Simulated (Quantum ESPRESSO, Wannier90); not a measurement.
## Wannierisation of P (Cmce)

```yaml
crystal:
  lattice:
    - [3.29549, 0.00000, 0.00000]
    - [0.00000, 0.00000, -4.54364]
    - [-1.64775, 5.46504, 0.00000]
  atoms:
    - { symbol: P, position: [0.59586, 0.08882, 0.19172] }
    - { symbol: P, position: [0.40414, 0.91118, 0.80828] }
    - { symbol: P, position: [0.90414, 0.58882, 0.80828] }
    - { symbol: P, position: [0.09586, 0.41118, 0.19172] }
```

Structure: Materials Project mp-157, symmetrised, not relaxed again. COD (Crystallography Open Database) has the formula in 3 space groups, this one among them (matched by group alone). Level: PBE, no spin polarisation, no spin-orbit coupling; pw.x of Quantum ESPRESSO at 36 Ry with PseudoDojo potentials, 10×8×10 k-points, Wannier90. Density: 10×8×10 mesh, cold smearing 0.01 Ry. The cell is built of weakly bound layers, chains or molecules, whose nearest atoms lie 3.84 Å apart. Database cells relaxed without dispersion often hold them too far apart, which can enlarge gaps and weakens couplings between them; spacing and stacking were not compared with the measured crystal. The gap is small at this level and was sampled on the meshes and a path alone.

Energies are relative to the valence-band maximum.

**Bands.** A Kohn-Sham gap of 0.09 eV opens above band 10. 1 filled group is cut off by gaps; the highest, bands 1–10, spans -15.86 to 0.00 eV and is P 3p 66 %, P 3s 32 %.

**Valence functions.** The best of several starts gives 10 functions with Ω_total = 18.53 Å², 92 % of it gauge-invariant: 4 of 1.65 Å² at 1.11 Å from P; 2 of 1.71 Å² at 1.12 Å from P; 4 of 2.13 Å² at 0.42 Å from P.

**Model.** 16 functions (P sp) from bands 1-26, frozen to 1.59 eV, reach Ω_I = 21.51 Å² and follow pw.x to 4.2 meV rms (states up to 1.1 eV relative to the valence-band maximum).

**No window.** Without a frozen window Ω_I drops to 17.18 Å² while the misfit grows to 278 meV: a small spread is no proof of good bands.

**Outer window.** The setting "only the lowest 21 of the kept bands" raises Ω_I to 24.43 Å², as fewer states are left to mix in, and the misfit goes to 2.3 meV.

**Stops.** With the frozen window to 5.59 eV the program stops (More states in the frozen window than target WFs). With the outer window to 5.23 eV the program stops (Energy window contains fewer states than number of target WFs).
